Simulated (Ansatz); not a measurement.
Sc (hcp, Mg type)

```yaml
crystal:
  lattice:
    - [3.27714, 0.00000, 0.00000]
    - [-1.63857, 2.83808, 0.00000]
    - [0.00000, 0.00000, 5.08539]
  atoms:
    - { symbol: Sc, position: [0.33333, 0.66667, 0.75000] }
    - { symbol: Sc, position: [0.66667, 0.33333, 0.25000] }
```

Scan: atom 1 (Sc, nearest neighbour Sc at 3.169 Å; its periodic images, 3.3 Å or more away, move with it) is displaced along Cartesian x, direction (1.000, 0.000, 0.000) in Cartesian axes, by s. The other atoms stay.

Method: PBEsol (plane waves to 420 eV, PAW, scalar-relativistic; Ansatz, a first-principles code). k mesh 13×13×8 (Γ-centred), Fermi-Dirac smearing 0.05 eV. Energies are smeared free energies. With partly filled bands, energies and forces of such displacements shift with the k mesh and the smearing. Sc is run without spin polarisation. Sc was relaxed with its symmetry unable to fall. The zero of ΔE is the undisplaced structure. The last digit holds for this mesh only.

```csv
s (Å),ΔE (meV/cell)
-0.630,264.3
-0.504,179.9
-0.378,withheld
-0.252,47.7
-0.126,12.0
0.000,0.0
0.126,12.0
0.252,47.7
0.378,withheld
0.504,179.9
0.630,264.3
```

Q: Fit an even polynomial form (powers 2, 4, 6) to the given rows and predict ΔE at s = -0.378.

A: Least squares on the 9 given rows: ΔE = (761.5)·s² + (-154.7)·s⁴ + (-217.4)·s⁶, in meV/cell with s in Å; root-mean-square residual 0.03 meV/cell. At -0.378 the fit gives 105.0 meV/cell; the calculation gives 105.0 meV/cell, the same to the digits shown. The quadratic term alone would give 108.8 meV/cell.

(A displaced cell: forces are minus the slopes of the energy, force constants its curvatures, and phonons follow from these.)
